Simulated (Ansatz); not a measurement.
# Si: computed property card

Si:
```yaml
crystal:
  lattice:
    - [-3.30218, 3.30218, 1.90785]
    - [3.30218, -3.30218, 1.90785]
    - [3.30218, 3.30218, -1.90785]
  atoms:
    - { symbol: Si, position: [0.17880, 0.17880, 0.35760] }
    - { symbol: Si, position: [0.82120, 0.82120, 0.64240] }
    - { symbol: Si, position: [0.17880, 0.82120, 0.00000] }
    - { symbol: Si, position: [0.82120, 0.17880, 0.00000] }
```

Space group I4/mmm (No. 139); conventional cell a = 6.604 Å, b = 6.604 Å, c = 3.816 Å, α = 90.00°, β = 90.00°, γ = 90.00°.

Method: LDA (plane waves, PAW; program Ansatz). Structure relaxed to zero pressure with the same functional. Other levels are named where they apply.

### Cell and energy

Volume per atom: 20.80 Å³
Density: 2.24 g/cm³

### Electronic structure

* **Band gap**: 0.10 eV (indirect)
* **Valence-band maximum**: at M
* **Conduction-band minimum**: on the Γ–Z line, 46 % of the way from Γ (2 equivalent valleys)
* **Smallest direct gap on the standard path**: 0.27 eV
* **Electron effective mass**: 0.33, 0.33, 0.46 mₑ (principal values)

### Mechanics

- Bulk modulus (Birch–Murnaghan fit) = 876 kbar
- Pressure derivative B′ = 4.1
- Elastic constants (relaxed ions, GPa) = C11 = 144, C12 = 62.5, C13 = 47.9, C33 = 193, C44 = 50.4, C66 = 28.8
- Mechanical stability = stable (all eigenvalues of C positive)
- Hill bulk and shear moduli = 88.3 and 45.7 GPa
- Young's modulus = 117 GPa
- Poisson's ratio = 0.28
- Debye temperature from the elastic constants = 544 K

### Phonons

* **Highest zone-centre frequency**: 538 cm⁻¹
* **Zone-centre stability**: no imaginary mode at Γ
* **Dynamical stability on the path**: stable (no imaginary branch)
* **Zero-point energy**: 59.7 meV/atom
* **Vibrational entropy at 300 K**: 20.5 J/(K·mol of atoms)

The workflow started from a Materials Project entry (that database holds measured and hypothetical structures alike); the Crystallography Open Database copy checked does not list it. It is not the phase usual at ambient conditions (space group No. 227). The LDA relaxation kept the symmetry of its start.

Potentials: the later of the program's two PAW sets.
